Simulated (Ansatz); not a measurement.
Input, command and steps of an Ansatz relaxation.

```yaml
crystal:
  lattice:
    - [5.9331215204, 0.0, 0.0]
    - [0.0, 2.9738449537, 0.0]
    - [0.0, 0.0, 4.4315967197]
  atoms:
    - { symbol: Ti, position: [0.1770666393, 0.25, 0.1212749087] }
    - { symbol: Ti, position: [0.8229333607, 0.75, 0.8787250913] }
    - { symbol: Ti, position: [0.3229333607, 0.75, 0.6212749087] }
    - { symbol: Ti, position: [0.6770666393, 0.25, 0.3787250913] }
    - { symbol: B, position: [0.0305059448, 0.25, 0.6010551761] }
    - { symbol: B, position: [0.9694940552, 0.75, 0.3989448239] }
    - { symbol: B, position: [0.4694940552, 0.75, 0.1010551761] }
    - { symbol: B, position: [0.5305059448, 0.25, 0.8989448239] }
basis:
  ecutwfc: 420
kpoints:
  mp_grid: { grid: [6, 12, 8] }
hamiltonian:
  xc: pbesol
scf:
  occupations: { method: gaussian, width: 0.1 }
output:
  forces: true
  stress: true
  eigenvalues: true
  write_density: true
  write_potential: true
  elf: true
  volumetric_format: npy
relax:
  adjacent_minimum: "off"
  f_tol: 0.01
  max_steps: 30
  cell: { stress_tol: 0.1, fix: [volume] }
```

```bash
ansatz run input.yaml --threads 2 --pin off --max-ram 5120MiB --backend cpu --events-out ev --progress --plain --runs-dir out
```

These are results of DFT PBEsol, scalar-relativistic, plane waves, PAW (Ansatz), not measurements.

The volume is held at 0.94 times that of the relaxed cell.

Of 5 frames 4 are shown, positions in Å and forces in eV/Å; the SCF threshold varies from step to step. Steps run on the plane waves of an earlier cell, with a Pulay correction in the pressure. The basis is chosen afresh for the last frame, the zero of the energies, and at times for earlier ones too; energy and pressure step there, also at an unchanged geometry.

```xyz
8
Lattice="5.9331 0.0000 0.0000 0.0000 2.9738 0.0000 0.0000 0.0000 4.4316" Properties=species:S:1:pos:R:3:forces:R:3 pbc="T T T" step=1 free_energy_over_end_meV_per_atom=0.16 pressure_GPa=15.45
Ti    1.0506    0.7435    0.5374   -0.0477    0.0000   -0.0514
Ti    4.8826    2.2304    3.8942    0.0477    0.0000    0.0514
Ti    1.9160    2.2304    2.7532    0.0477    0.0000   -0.0514
Ti    4.0171    0.7435    1.6784   -0.0477    0.0000    0.0514
B     0.1810    0.7435    2.6636    0.0290    0.0000    0.0772
B     5.7521    2.2304    1.7680   -0.0290    0.0000   -0.0772
B     2.7856    2.2304    0.4478   -0.0290    0.0000    0.0772
B     3.1476    0.7435    3.9838    0.0290    0.0000   -0.0772
8
Lattice="5.9308 0.0000 0.0000 0.0000 2.9754 0.0000 0.0000 0.0000 4.4311" Properties=species:S:1:pos:R:3:forces:R:3 pbc="T T T" step=2 free_energy_over_end_meV_per_atom=0.04 pressure_GPa=15.32
Ti    1.0469    0.7438    0.5334    0.0152    0.0000    0.0081
Ti    4.8838    2.2315    3.8977   -0.0152    0.0000   -0.0081
Ti    1.9185    2.2315    2.7489   -0.0152    0.0000    0.0081
Ti    4.0123    0.7438    1.6822    0.0152    0.0000   -0.0081
B     0.1823    0.7438    2.6643    0.0157    0.0000    0.0422
B     5.7484    2.2315    1.7668   -0.0157    0.0000   -0.0422
B     2.7831    2.2315    0.4488   -0.0157    0.0000    0.0422
B     3.1477    0.7438    3.9823    0.0157    0.0000   -0.0422
8
Lattice="5.9325 0.0000 0.0000 0.0000 2.9755 0.0000 0.0000 0.0000 4.4296" Properties=species:S:1:pos:R:3:forces:R:3 pbc="T T T" step=3 free_energy_over_end_meV_per_atom=0.01 pressure_GPa=15.30
Ti    1.0480    0.7439    0.5337    0.0062    0.0000    0.0015
Ti    4.8845    2.2316    3.8959   -0.0062    0.0000   -0.0015
Ti    1.9182    2.2316    2.7485   -0.0062    0.0000    0.0015
Ti    4.0142    0.7439    1.6811    0.0062    0.0000   -0.0015
B     0.1827    0.7439    2.6651    0.0055    0.0000    0.0170
B     5.7497    2.2316    1.7645   -0.0055    0.0000   -0.0170
B     2.7835    2.2316    0.4503   -0.0055    0.0000    0.0170
B     3.1490    0.7439    3.9793    0.0055    0.0000   -0.0170
8
Lattice="5.9326 0.0000 0.0000 0.0000 2.9758 0.0000 0.0000 0.0000 4.4290" Properties=species:S:1:pos:R:3:forces:R:3 pbc="T T T" step=5 free_energy_over_end_meV_per_atom=0.00 pressure_GPa=15.28
Ti    1.0485    0.7440    0.5338   -0.0010    0.0000    0.0003
Ti    4.8841    2.2319    3.8952    0.0010    0.0000   -0.0003
Ti    1.9178    2.2319    2.7483    0.0010    0.0000    0.0003
Ti    4.0148    0.7440    1.6807   -0.0010    0.0000   -0.0003
B     0.1829    0.7440    2.6658    0.0006    0.0000   -0.0003
B     5.7497    2.2319    1.7632   -0.0006    0.0000    0.0003
B     2.7834    2.2319    0.4513   -0.0006    0.0000   -0.0003
B     3.1492    0.7440    3.9777    0.0006    0.0000    0.0003
```

The run took 62 s on 2 threads of Arm Neoverse V1, on a shared host, peak memory 0.6 GiB.